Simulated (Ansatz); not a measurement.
**Exact exchange in MgO: computed gaps and pressures at one geometry**

```cif
data_structure
_symmetry_space_group_name_H-M 'Fm-3m'
_symmetry_Int_Tables_number 225
_cell_length_a 4.2703
_cell_length_b 4.2703
_cell_length_c 4.2703
_cell_angle_alpha 90.000
_cell_angle_beta 90.000
_cell_angle_gamma 90.000
_cell_volume 77.87
loop_
_atom_site_label
_atom_site_type_symbol
_atom_site_symmetry_multiplicity
_atom_site_Wyckoff_symbol
_atom_site_fract_x
_atom_site_fract_y
_atom_site_fract_z
_atom_site_occupancy
Mg1 Mg 4 a 0.00000 0.00000 0.00000 1
O1 O 4 b 0.50000 0.00000 0.00000 1
```

All runs: Ansatz, plane waves and PAW, scalar-relativistic (no spin–orbit coupling), 6×6×6 k-mesh, Gaussian smearing of 0.05 eV, no spin polarisation. Semilocal reference PBE: gap 4.35 eV, pressure -1.7 GPa. The hybrids carry no U.

(1) Order these functionals by the gap that they give, smallest first.
A. r2SCAN50
B. PBE0-type hybrid with an exact-exchange fraction of 0.1
C. PBE0-type hybrid with an exact-exchange fraction of 0.4
D. PBE0-type hybrid with an exact-exchange fraction taken as 1/ε∞
E. LC-wPBE
F. PBE0-type hybrid with an exact-exchange fraction of 0.35
G. PBE0

(2) What are the full results?

## Answers

(1) B (5.31 eV), G (6.79 eV), D (7.36 eV), F (7.80 eV), C (8.31 eV), A (9.60 eV), E (11.69 eV).

(2) 
```
                                                    functional       gap  pressure (GPa)  cutoff (eV)  core-seconds
       PBE0-type hybrid with an exact-exchange fraction of 0.1   5.31 eV            -4.0          420           9.5
                                                          PBE0   6.79 eV            -7.3          420           9.7
PBE0-type hybrid with an exact-exchange fraction taken as 1/ε∞   7.36 eV            -8.5          420            17
      PBE0-type hybrid with an exact-exchange fraction of 0.35   7.80 eV            -9.4          420            11
       PBE0-type hybrid with an exact-exchange fraction of 0.4   8.31 eV           -10.5          420            11
                                                      r2SCAN50   9.60 eV           -13.6          500            17
                                                       LC-wPBE  11.69 eV            -7.4          420            14
```

In the PBE0 form the gap grows almost linearly with the exact-exchange fraction, by 0.99 eV for each tenth. The dielectric-dependent PBE0 form takes the fraction 0.307 = 1/ε∞, that is ε∞ = 3.3. On shared hosts the hybrid runs at the reference's cutoff took roughly 11 to 21 times the core time of the semilocal one on the same mesh, with some more bands. Measured gap: 7.30 eV (a printed reference work (monograph)); 7.30 eV (a printed reference work (textbook)).

Caveats: at least one run has a pressure over 8 GPa or diagonal stresses over 5 GPa apart; core times come from shared hosts and scatter; functionals with much or all of the long-range exchange (Hartree–Fock, LC-wPBE, CAM-B3LYP) overshoot the gaps of most solids, bar the widest; gaps are read on a coarse mesh; stress loosely converged.
